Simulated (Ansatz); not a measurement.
Data:

HfTeS:
```
CELL_PARAMETERS angstrom
      3.81273     0.00000     0.00000
     -1.90637     3.30192     0.00000
      0.00000     0.00000     6.45866
ATOMIC_POSITIONS crystal
  Hf 0.33333 0.66667 0.03005
  Te 0.00000 0.00000 0.74146
  S  0.66667 0.33333 0.22848
```

This is the r²SCAN+D4-relaxed structure. Cartesian axes are those of the cell as given.

Q: All from the program Ansatz at the r²SCAN+D4 level (PAW), unless another level is named. Estimate the smallest direct gap on the standard path.

A: 0.84 eV.

Q: What about the hole effective mass, band 2 of 2 at the edge?

A: 0.092 along x, 3.0 along z (mₑ).

Q: Next, the valence-band maximum?

A: at Γ.

Q: And the Z2 indices of the occupied bands with spin–orbit coupling?

A: 0;(000).

Space group P3m1. The first step of the workflow began from a Materials Project structure, measured or hypothetical; the Crystallography Open Database copy checked does not list it. Its standing as an ambient phase is unchecked. The r²SCAN+D4 relaxation kept the symmetry of its start; whether a distortion lowers the energy is not shown. No spin polarisation was allowed. Spin–orbit coupling is left out wherever it is not named.

Potentials: the later of the program's two PAW sets.
